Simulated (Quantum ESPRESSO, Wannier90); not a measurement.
**Wannier functions of TaN (P-6m2)**

```
begin unit_cell_cart
ang
    2.9399401188    0.0000000000    0.0000000000
   -1.4699700594    2.5460628285    0.0000000000
    0.0000000000    0.0000000000    2.8901800000
end unit_cell_cart
begin atoms_frac
Ta   0.0000000000  0.0000000000  0.5000000000
N   -0.3333333333  0.3333333333  0.0000000000
end atoms_frac
```

Cell from Materials Project (mp-1459), symmetrised, no further relaxation. COD (Crystallography Open Database) has the formula in 5 space groups, this one among them (matched by group alone). Level: PBEsol, spinors with spin-orbit coupling; pw.x of Quantum ESPRESSO at 68 Ry with PseudoDojo potentials, 12×12×6 k-points, Wannier90. Density: 12×12×10 mesh, cold smearing 0.01 Ry.

A tight-binding model is made by disentanglement and projection with no localisation steps (num_iter = 0), so the 16 orbitals stay atom-like: hydrogen-like Ta: d; N: p, axes along x, y, z; frozen window up to 1.50 eV relative to the Fermi level. It follows pw.x to 4.2 meV rms for states up to 1.0 eV relative to the Fermi level. Matrix elements depend on this choice of orbitals and windows.

The 45 largest hoppings ⟨m,0|H|n,R⟩ between different sites (one of each Hermitian pair; signs follow the real orbitals' lobes; the list may end inside a set of equal values):

| m | n | R | distance of the centres (Å) | t (eV) | Im t (eV) |
|---|---|---|---|---|---|
| N2 py↑ | Ta1 dyz↑ | 0 1 -1 | 2.21 | 1.835 | 0.000 |
| N2 py↓ | Ta1 dyz↓ | 0 1 -1 | 2.21 | 1.835 | 0.000 |
| N2 py↑ | Ta1 dyz↑ | 0 1 0 | 2.21 | -1.835 | 0.000 |
| N2 py↓ | Ta1 dyz↓ | 0 1 0 | 2.21 | -1.835 | 0.000 |
| Ta1 dz2↑ | Ta1 dz2↑ | 0 0 1 | 2.89 | -1.368 | 0.000 |
| Ta1 dz2↓ | Ta1 dz2↓ | 0 0 1 | 2.89 | -1.368 | 0.000 |
| N2 pz↑ | Ta1 dyz↑ | 0 1 -1 | 2.23 | -1.322 | 0.000 |
| N2 pz↓ | Ta1 dyz↓ | 0 1 -1 | 2.23 | -1.322 | 0.000 |
| N2 pz↑ | Ta1 dyz↑ | 0 1 0 | 2.23 | -1.322 | 0.000 |
| N2 pz↓ | Ta1 dyz↓ | 0 1 0 | 2.23 | -1.322 | 0.000 |
| Ta1 dxz↑ | N2 px↑ | 1 0 0 | 2.22 | -1.190 | 0.011 |
| Ta1 dxz↓ | N2 px↓ | 1 0 0 | 2.22 | -1.190 | -0.011 |
| Ta1 dxz↑ | N2 px↑ | 1 0 1 | 2.22 | 1.190 | -0.011 |
| Ta1 dxz↓ | N2 px↓ | 1 0 1 | 2.22 | 1.190 | 0.011 |
| N2 px↑ | Ta1 dxz↑ | 0 0 0 | 2.22 | -1.190 | 0.011 |
| N2 px↓ | Ta1 dxz↓ | 0 0 0 | 2.22 | -1.190 | -0.011 |
| Ta1 dxz↑ | N2 px↑ | 0 0 1 | 2.22 | 1.190 | 0.011 |
| Ta1 dxz↓ | N2 px↓ | 0 0 1 | 2.22 | 1.190 | -0.011 |
| Ta1 dx2-y2↑ | Ta1 dxy↑ | 1 1 0 | 2.66 | 1.176 | -0.011 |
| Ta1 dx2-y2↓ | Ta1 dxy↓ | 1 1 0 | 2.66 | 1.176 | 0.011 |
| Ta1 dx2-y2↑ | Ta1 dxy↑ | 0 1 0 | 2.66 | -1.176 | -0.011 |
| Ta1 dx2-y2↓ | Ta1 dxy↓ | 0 1 0 | 2.66 | -1.176 | 0.011 |
| Ta1 dxz↑ | N2 pz↑ | 1 0 0 | 2.23 | 1.145 | -0.003 |
| Ta1 dxz↓ | N2 pz↓ | 1 0 0 | 2.23 | 1.145 | 0.003 |
| Ta1 dxz↑ | N2 pz↑ | 1 0 1 | 2.23 | 1.145 | -0.003 |
| Ta1 dxz↓ | N2 pz↓ | 1 0 1 | 2.23 | 1.145 | 0.003 |
| N2 pz↑ | Ta1 dxz↑ | 0 0 0 | 2.23 | -1.145 | 0.003 |
| N2 pz↓ | Ta1 dxz↓ | 0 0 0 | 2.23 | -1.145 | -0.003 |
| Ta1 dxz↑ | N2 pz↑ | 0 0 1 | 2.23 | -1.145 | -0.003 |
| Ta1 dxz↓ | N2 pz↓ | 0 0 1 | 2.23 | -1.145 | 0.003 |
| Ta1 dyz↑ | N2 px↑ | 1 0 0 | 2.22 | -1.118 | -0.013 |
| Ta1 dyz↓ | N2 px↓ | 1 0 0 | 2.22 | -1.118 | 0.013 |
| Ta1 dyz↑ | N2 px↑ | 1 0 1 | 2.22 | 1.118 | 0.013 |
| Ta1 dyz↓ | N2 px↓ | 1 0 1 | 2.22 | 1.118 | -0.013 |
| N2 px↑ | Ta1 dyz↑ | 0 0 0 | 2.22 | 1.118 | 0.013 |
| N2 px↓ | Ta1 dyz↓ | 0 0 0 | 2.22 | 1.118 | -0.013 |
| Ta1 dyz↑ | N2 px↑ | 0 0 1 | 2.22 | -1.118 | 0.013 |
| Ta1 dyz↓ | N2 px↓ | 0 0 1 | 2.22 | -1.118 | -0.013 |
| N2 py↑ | Ta1 dxz↑ | 0 0 0 | 2.24 | 1.118 | -0.001 |
| N2 py↓ | Ta1 dxz↓ | 0 0 0 | 2.24 | 1.118 | 0.001 |
| Ta1 dxz↑ | N2 py↑ | 0 0 1 | 2.24 | -1.118 | -0.001 |
| Ta1 dxz↓ | N2 py↓ | 0 0 1 | 2.24 | -1.118 | 0.001 |
| Ta1 dxz↑ | N2 py↑ | 1 0 0 | 2.24 | -1.118 | 0.001 |
| Ta1 dxz↓ | N2 py↓ | 1 0 0 | 2.24 | -1.118 | -0.001 |
| Ta1 dxz↑ | N2 py↑ | 1 0 1 | 2.24 | 1.118 | -0.001 |
